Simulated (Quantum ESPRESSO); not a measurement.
Ga4N3O, input and log of a self-consistent run

Computed values, not a measurement. The program is pw.x of Quantum ESPRESSO 7.5 (plane-wave density functional theory). The cell is made up: 8 atoms on a wurtzite lattice, with randomly drawn elements, strain and displacements, not relaxed. PseudoDojo standard norm-conserving files (v0.5 for PBE, v0.4.1 for LDA and PBEsol) set the functional; there is no spin polarisation, spin-orbit coupling or dispersion term, and the masses in the input are unused placeholders. A spin-polarised start on this cell or one of its family kept no moment.

Input:

```
&control calculation='scf', pseudo_dir='./dojo.nc.sr.pbe.v0_5.standard.upf', outdir='./o', disk_io='low', tprnfor=.true., tstress=.true. /
&system ibrav=0, nat=8, ntyp=3, nbnd=47, ecutwfc=84.00895049, nosym=.true., tot_charge=0,
 occupations='smearing', smearing='fd', degauss=0.0073498644
/
&electrons conv_thr=7.350e-09, electron_maxstep=60, /
ATOMIC_SPECIES
Ga 1.0 Ga.upf
N 1.0 N.upf
O 1.0 O.upf
CELL_PARAMETERS angstrom
3.1735 0.0 0.0
0.0 5.4967 0.0
0.0 0.0 5.1823
ATOMIC_POSITIONS angstrom
Ga 0.0437 -0.0319 -0.0408
Ga 1.5446 2.7714 -0.0561
Ga 1.5943 1.0161 2.6295
Ga -0.0265 3.6818 2.5837
N -0.0233 0.0664 1.9982
O 1.5318 2.7031 1.9263
N 1.5758 0.8779 4.5539
N -0.0093 3.7441 4.4946
K_POINTS automatic
8 6 6 1 1 1
```

The log is shortened where brackets say so; the opening notice, blank lines, dates and the lines on written files are dropped, and the path of the files is cut. It prints rydbergs, bohrs and kilobars, and counts compression as positive stress.

```
     Program PWSCF v.7.5
     Parallel version (MPI & OpenMP), running on       4 processor cores
     Number of MPI processes:                 4
     Threads/MPI process:                     1
     [start-up lines left out]
     bravais-lattice index     =            0
     lattice parameter (alat)  =       5.9970  a.u.
     unit-cell volume          =     610.0419 (a.u.)^3
     number of atoms/cell      =            8
     number of atomic types    =            3
     number of electrons       =        73.00
     number of Kohn-Sham states=           47
     kinetic-energy cutoff     =      84.0090  Ry
     charge density cutoff     =     336.0358  Ry
     scf convergence threshold =      7.3E-09
     mixing beta               =       0.7000
     number of iterations used =            8  plain     mixing
     Exchange-correlation= PBE
                           (   1   4   3   4   0   0   0)
     [axes and pseudopotential details left out]
   Cartesian axes
     site n.     atom                  positions (alat units)
         1        Ga     tau(   1) = (   0.0137703  -0.0100520  -0.0128565  )
         2        Ga     tau(   2) = (   0.4867181   0.8732945  -0.0176776  )
         3        Ga     tau(   3) = (   0.5023791   0.3201828   0.8285804  )
         4        Ga     tau(   4) = (  -0.0083504   1.1601702   0.8141484  )
         5        N      tau(   5) = (  -0.0073421   0.0209233   0.6296518  )
         6        O      tau(   6) = (   0.4826847   0.8517725   0.6069954  )
         7        N      tau(   7) = (   0.4965496   0.2766346   1.4349772  )
         8        N      tau(   8) = (  -0.0029305   1.1798015   1.4162912  )
     number of k points=   144  Fermi-Dirac smearing, width (Ry)=  0.0073
     Number of k-points >= 100: set verbosity='high' to print them.
     Dense  grid:    63535 G-vectors     FFT dimensions: (  36,  64,  60)
     Estimated max dynamical RAM per process >     291.11 MB
     Estimated total dynamical RAM >       1.09 GB
     Initial potential from superposition of free atoms
     starting charge      72.9893, renormalised to      73.0000
     Starting wfcs are   52 randomized atomic wfcs
     total cpu time spent up to now is        5.2 secs
     per-process dynamical memory:   259.4 Mb
     Self-consistent Calculation
     iteration #  1     ecut=    84.01 Ry     beta= 0.70
     Davidson diagonalization with overlap
     ethr =  1.00E-02,  avg # of iterations =  3.8
     total cpu time spent up to now is       18.5 secs
     total energy              =    -706.19350042 Ry
     estimated scf accuracy    <       2.12135030 Ry
     iteration #  2     ecut=    84.01 Ry     beta= 0.70
     Davidson diagonalization with overlap
     ethr =  2.91E-03,  avg # of iterations =  2.9
     total cpu time spent up to now is       30.5 secs
     total energy              =    -706.73307120 Ry
     estimated scf accuracy    <       2.53472341 Ry
     iteration #  3     ecut=    84.01 Ry     beta= 0.70
     Davidson diagonalization with overlap
     ethr =  2.91E-03,  avg # of iterations =  2.0
     total cpu time spent up to now is       40.9 secs
     total energy              =    -707.18659501 Ry
     estimated scf accuracy    <       0.08236603 Ry
     iteration #  4     ecut=    84.01 Ry     beta= 0.70
     Davidson diagonalization with overlap
     ethr =  1.13E-04,  avg # of iterations =  3.8
     total cpu time spent up to now is       53.0 secs
     total energy              =    -707.20604295 Ry
     estimated scf accuracy    <       0.00533555 Ry
     iteration #  5     ecut=    84.01 Ry     beta= 0.70
     Davidson diagonalization with overlap
     ethr =  7.31E-06,  avg # of iterations =  7.6
     total cpu time spent up to now is       68.4 secs
     total energy              =    -707.20671875 Ry
     estimated scf accuracy    <       0.00299139 Ry
     [iterations 6 to 7 left out]
     iteration #  8     ecut=    84.01 Ry     beta= 0.70
     Davidson diagonalization with overlap
     ethr =  1.62E-07,  avg # of iterations =  2.0
     total cpu time spent up to now is       99.2 secs
     total energy              =    -707.20707539 Ry
     estimated scf accuracy    <       0.00002018 Ry
     iteration #  9     ecut=    84.01 Ry     beta= 0.70
     Davidson diagonalization with overlap
     ethr =  2.76E-08,  avg # of iterations =  2.2
     total cpu time spent up to now is      110.3 secs
     total energy              =    -707.20708045 Ry
     estimated scf accuracy    <       0.00000088 Ry
     iteration # 10     ecut=    84.01 Ry     beta= 0.70
     Davidson diagonalization with overlap
     ethr =  1.20E-09,  avg # of iterations =  3.7
     total cpu time spent up to now is      123.1 secs
     total energy              =    -707.20708063 Ry
     estimated scf accuracy    <       0.00000034 Ry
     iteration # 11     ecut=    84.01 Ry     beta= 0.70
     Davidson diagonalization with overlap
     ethr =  4.61E-10,  avg # of iterations =  2.0
     total cpu time spent up to now is      133.5 secs
     total energy              =    -707.20708068 Ry
     estimated scf accuracy    <          1.0E-08 Ry
     iteration # 12     ecut=    84.01 Ry     beta= 0.70
     Davidson diagonalization with overlap
     ethr =  1.37E-11,  avg # of iterations =  3.0
     total cpu time spent up to now is      146.1 secs
     End of self-consistent calculation
     Number of k-points >= 100: set verbosity='high' to print the bands.
     the Fermi energy is    14.2478 ev
!    total energy              =    -707.20708068 Ry
     estimated scf accuracy    <          7.2E-09 Ry
     smearing contrib. (-TS)   =      -0.00326836 Ry
     internal energy E=F+TS    =    -707.20381233 Ry
     The total energy is F=E-TS. E is the sum of the following terms:
     one-electron contribution =    -215.16593311 Ry
     hartree contribution      =     178.47654116 Ry
     xc contribution           =    -194.89408380 Ry
     ewald contribution        =    -475.62033657 Ry
     convergence has been achieved in  12 iterations
     Forces acting on atoms (cartesian axes, Ry/au):
     atom    1 type  1   force =    -0.03427728    0.05726734    0.06470177
     atom    2 type  1   force =     0.01556056   -0.01622990   -0.01756053
     atom    3 type  1   force =    -0.01132262   -0.10842396    0.00952519
     atom    4 type  1   force =    -0.00750480    0.04960386   -0.01204980
     atom    5 type  2   force =     0.01588279   -0.01255397   -0.03170800
     atom    6 type  3   force =     0.00608898    0.05772808   -0.03116459
     atom    7 type  2   force =     0.02865984    0.04757384    0.00534585
     atom    8 type  2   force =    -0.01308747   -0.07496529    0.01291011
     Total force =     0.197278     Total SCF correction =     0.000462
     Computing stress (Cartesian axis) and pressure
          total   stress  (Ry/bohr**3)                   (kbar)     P=      166.50
   0.00102032  -0.00001720  -0.00003732          150.09       -2.53       -5.49
  -0.00001720   0.00123943  -0.00005554           -2.53      182.33       -8.17
  -0.00003732  -0.00005554   0.00113577           -5.49       -8.17      167.08
     init_run     :      4.92s CPU      5.14s WALL (       1 calls)
     electrons    :    139.87s CPU    140.90s WALL (       1 calls)
     forces       :      1.69s CPU      1.73s WALL (       1 calls)
     stress       :      5.93s CPU      5.94s WALL (       1 calls)
     [timing details left out]
     PWSCF        :   2m32.56s CPU   2m33.91s WALL
     JOB DONE.
```

In other units: free energy -9622.043 eV for the cell, pressure 16.65 GPa, largest force component 2.788 eV/Å. A rerun of this cell at 1437 eV and a 10 x 8 x 8 mesh moved values by no more than 0.009 eV in energy, 0.02 GPa in stress and 0.018 eV/Å in force.